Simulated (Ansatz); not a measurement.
CaIrO₃ (space group Cmcm)

```yaml
crystal:
  lattice:
    - [1.58673, -4.83552, 0.00000]
    - [1.58673, 4.83552, 0.00000]
    - [0.00000, 0.00000, 7.24744]
  atoms:
    - { symbol: Ca, position: [0.25195, 0.74805, 0.25000] }
    - { symbol: Ca, position: [0.74805, 0.25195, 0.75000] }
    - { symbol: Ir, position: [0.50000, 0.50000, 0.00000] }
    - { symbol: Ir, position: [0.50000, 0.50000, 0.50000] }
    - { symbol: O, position: [0.12620, 0.87380, 0.95081] }
    - { symbol: O, position: [0.87380, 0.12620, 0.04919] }
    - { symbol: O, position: [0.87380, 0.12620, 0.45081] }
    - { symbol: O, position: [0.12620, 0.87380, 0.54919] }
    - { symbol: O, position: [0.57674, 0.42326, 0.25000] }
    - { symbol: O, position: [0.42326, 0.57674, 0.75000] }
```

E(V) scan at fixed shape, V₀ the volume above. The atoms relax within the cell's symmetry.

All values below come from PBEsol (plane waves to 420 eV, PAW, scalar-relativistic; Ansatz, an electronic-structure program). k mesh 15×15×7 (Γ-centred), Fermi-Dirac smearing 0.05 eV. The energy includes the smearing's −TS. With the shape held, the modulus is that of even scaling; a crystal free to change shape is softer. CaIrO3 is run without spin polarisation and with no Hubbard U. CaIrO3 was relaxed with its symmetry unable to fall. Spin-orbit coupling is left out, though Ir is heavy. ΔE is measured from the relaxed starting cell. The last digit holds for this mesh only.

```csv
V (Å³/atom),ΔE (meV/atom)
9.342,221.3
9.698,132.0
10.054,69.4
10.410,28.9
10.766,6.8
11.121,0.0
11.477,6.0
11.833,22.5
12.189,47.7
12.545,79.7
12.901,116.9
```

Task: What is the fitted pressure derivative B₀′?

Result: 4.9.

Task: What bulk modulus at fixed cell shape B₀ follows from a third-order Birch-Murnaghan fit?

Result: 176 GPa. Check by three points about V = 11.121 Å³/atom, step 0.712: d²E/dV² ≈ (29 − 2·0 + 23) meV / 0.712² = 0.103 eV/Å⁶, and V·d²E/dV² × 160.2 = 183 GPa.

(A scan under strain: stresses follow from slopes of the energy per volume, elastic moduli from its curvatures.)
